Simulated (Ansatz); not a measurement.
Os (hcp, Mg type)

```xyz
2
Lattice="2.7549 0.0000 0.0000 -1.3774 2.3858 0.0000 0.0000 0.0000 4.3443" Properties=species:S:1:pos:R:3 pbc="T T T"
Os     0.0000     1.5905     3.2582
Os     1.3774     0.7953     1.0861
```

The slice is a (-1 1 0 2) plane (indices of the conventional cell) through the point (0.333, 0.667, 0.750) (fractional), spanned by u = [110] and v = [1 -1 1] in vectors of this cell: u (2.75 Å) and v (6.45 Å, at 90° to u). It covers one period; positions are fractions (u, v).

Level of theory: PBE (plane waves to 420 eV, PAW, scalar-relativistic; Ansatz, a quantum-chemistry and plane-wave program). k mesh 19×19×11. Inside the PAW spheres the values are not all-electron values, and peaks at nuclei hang on which shells count as valence. Os is run without spin polarisation. Os was relaxed with its symmetry unable to fall. Spin-orbit coupling is left out, though Os is heavy.

Three fields on this plane, each scaled to ten steps between its own extremes (0 low, 9 high; the total valence density on a logarithmic scale, the potential cut 8 eV below its top; x marks points blanked near nuclei; v = 0 in the bottom row):

Map A
```
|xxxxx96569xxxx|
|xxxxx85458xxxx|
|xxxxx64346xxxx|
|xxxx7533357xxx|
|98765433345678|
|44444444444444|
|22234455544322|
|00124566654210|
|00124678764210|
|00134688864310|
|00134678764310|
|12234567654322|
|33344555554433|
|66554444444556|
|xx97543334579x|
|xxxx7433347xxx|
|xxxx8543458xxx|
|xxxxx64346xxxx|
|xxxxx74447xxxx|
|xxxxx64446xxxx|
|xxxx8543458xxx|
|xxx964323469xx|
|x9864211124689|
|66542100012456|
|55432100012345|
|66532100012356|
|99753200023579|
|xxxx6321236xxx|
|xxxxx53335xxxx|
|xxxxx85458xxxx|
|xxxxx96569xxxx|
|xxxxxx656xxxxx|
```

Map B
```
|xxxxx02420xxxx|
|xxxxx03530xxxx|
|xxxxx15651xxxx|
|xxxx0467640xxx|
|00014677764100|
|33456666666543|
|77766543456677|
|99875310135789|
|99864100014689|
|99863000003689|
|99863100013689|
|88764200024678|
|55555433345555|
|00234555554320|
|xx00356665300x|
|xxxx0467640xxx|
|xxxx0257520xxx|
|xxxxx05650xxxx|
|xxxxx04640xxxx|
|xxxxx05650xxxx|
|xxxx0267620xxx|
|xxx004777400xx|
|x0004688864000|
|01357899987531|
|44568999998654|
|22457899987542|
|00015799975100|
|xxxx0578750xxx|
|xxxxx15751xxxx|
|xxxxx03530xxxx|
|xxxxx02420xxxx|
|xxxxxx141xxxxx|
```

Map C
```
|xxxxx34843xxxx|
|xxxxx14741xxxx|
|xxxxx25752xxxx|
|xxxx3577753xxx|
|11246887886421|
|01378866688731|
|12466654566642|
|11234444444321|
|00112345432110|
|00112345432110|
|12233344433322|
|34555433345554|
|34687533357864|
|12478654568742|
|xx33565556533x|
|xxxx1345431xxx|
|xxxx1145411xxx|
|xxxxx14641xxxx|
|xxxxx25752xxxx|
|xxxxx36863xxxx|
|xxxx3367633xxx|
|xxx324565423xx|
|x2112333332112|
|44443211123444|
|99864200024689|
|77653200023567|
|54211111111124|
|xxxx0134310xxx|
|xxxxx14641xxxx|
|xxxxx25852xxxx|
|xxxxx45954xxxx|
|xxxxxx595xxxxx|
```

### Question
Assign the maps to these fields: electron localisation function (ELF); valence electron density; electrostatic potential energy of an electron, from the cell's mean.

### Answer
A is the valence electron density; B is the electrostatic potential energy of an electron, from the cell's mean; C is the electron localisation function (ELF).
